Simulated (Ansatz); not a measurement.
CeO2:
```xyz
3
Lattice="0.0000 2.7189 2.7189 2.7189 0.0000 2.7189 2.7189 2.7189 0.0000" Properties=species:S:1:pos:R:3 pbc="T T T"
Ce     0.0000     0.0000     0.0000
O      1.3595     1.3595     1.3595
O      4.0784     4.0784     4.0784
```

Relaxed with r²SCAN. Special points in fractions of this cell's reciprocal vectors: Γ (0.000, 0.000, 0.000); X (0.500, 0.000, 0.500); U (0.625, 0.250, 0.625); K (0.375, 0.375, 0.750); L (0.500, 0.500, 0.500); W (0.500, 0.250, 0.750).

Task: List the band energies nearest the valence-band maximum at these points for the program Ansatz at the r²SCAN with spin–orbit coupling level (PAW).

Result: In eV from the valence-band maximum; about four levels below and three above (degenerate sets whole), none deeper than 8.9 eV; points with the same levels are listed once.

| k | below | above |
|---|---|---|
| Γ | -0.59 -0.59 -0.59 -0.59 | 2.43 2.43 2.57 2.57 2.57 2.57 |
| X | -0.80 -0.80 -0.62 -0.62 | 2.13 2.13 2.35 2.35 |
| U | -0.76 -0.76 -0.34 -0.34 | 2.14 2.14 2.35 2.35 |
| L | -0.84 -0.84 -0.72 -0.72 | 2.09 2.09 2.40 2.40 |
| W | -0.74 -0.74 -0.69 -0.69 | 2.13 2.13 2.33 2.33 |

Space group Fm-3m (fluorite). The r²SCAN relaxation kept the symmetry of its start. No spin polarisation was allowed. The 4f shell is in the valence. No Hubbard U is applied.

Potentials: the earlier of the program's two PAW sets. The files were generated under PBE; for other functionals the program regenerates the frozen cores, and for LDA and PBEsol the local potential too.
